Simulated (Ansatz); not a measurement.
**The polar optical mode of GaP at -1 GPa, worked through**

These are results of DFT LDA, scalar-relativistic, plane waves, PAW in Ansatz 0.2.0, not measurements. Settings: 420 eV plane-wave cutoff, Γ-centred 10×10×10 mesh, fixed occupations. No spin polarisation. Phonons by linear response, acoustic sum rule imposed.

The cell, relaxed at -1 GPa:
```cif
data_structure
_symmetry_space_group_name_H-M 'P 1'
_symmetry_Int_Tables_number 1
_cell_length_a 3.8265
_cell_length_b 3.8265
_cell_length_c 3.8265
_cell_angle_alpha 60.000
_cell_angle_beta 60.000
_cell_angle_gamma 60.000
_cell_volume 39.62
loop_
_atom_site_label
_atom_site_type_symbol
_atom_site_fract_x
_atom_site_fract_y
_atom_site_fract_z
_atom_site_occupancy
Ga1 Ga 0.00000 0.00000 0.00000 1
P1 P 0.75000 0.75000 0.75000 1
```

The run warned that the force constants aren't converged on this k mesh, so the frequencies and all that is formed from them are rough.

Linear response gives ν_TO = 359.8 cm⁻¹, Born charges ±2.066 e (positive on Ga) and ε∞ = 10.730. The primitive cell holds 39.618 Å³, and the masses are 69.723 and 30.974 amu.

Question: Find ν_LO and the static dielectric constant.

Answer: The long-wave field adds a restoring force: ω_LO² − ω_TO² = Z*²e²/(ε_vac ε∞ μV). In these units ν_LO² − ν_TO² = 4.92064×10⁷ Z*²/(μ V ε∞) cm⁻², with μ = m₁m₂/(m₁ + m₂) = 21.446 amu: 23042 cm⁻². So ν_LO = √(359.8² + 23042) = 390.5 cm⁻¹, and the run gives 390.5. Lyddane–Sachs–Teller then gives ε0 = ε∞ (ν_LO/ν_TO)² = 12.64, against 12.64 in the run (it forms both from the same three quantities, so the match checks the arithmetic only). Between ν_TO and ν_LO the dielectric function is negative and an undamped crystal reflects fully: a reststrahlen band from 25.6 to 27.8 μm.

Question: What do the Clausius–Mossotti polarisability and the Szigeti charge come to?

Answer: With the Lorentz local field, α = (3V/4π)(ε∞ − 1)/(ε∞ + 2) = 7.23 Å³ for the pair, and e_S = 3Z*/(ε∞ + 2) = 0.49 e. The Born charge includes the electrons' response to the dipole's own local field, and e_S takes that enhancement out. The Lorentz field assumes point-like polarisable ions, a poor picture once ε∞ is this large, since the electron clouds then overlap or are shared, so both numbers are formal here.

Question: How strongly does a slow electron couple to the LO mode?

Answer: For one isotropic parabolic band, Fröhlich's constant is α_F = (1/ε∞ − 1/ε0) √(m* Ry/ħω_LO), with Ry = 13.606 eV, ħω_LO = 48.4 meV and m* in free-electron masses: α_F = 0.0141 × 16.76 × √m* = 0.24 √m*. The band mass isn't part of this run; for m* = 0.1, 0.3 and 1 it gives 0.07, 0.13, 0.24. In weak coupling the polaron lies α_F ħω_LO below the band edge (6 meV at m* = 0.3) with a mass m*(1 + α_F/6); past α_F of about 5 or 6 that expansion fails. A semilocal functional's ε∞ tends to be too large, which taken alone lowers α_F.

Cost: 1 run of about 2.4 core-minutes, on Intel Xeon Processor @ 2.50GHz (Skylake/Cascade Lake) (shared hosts).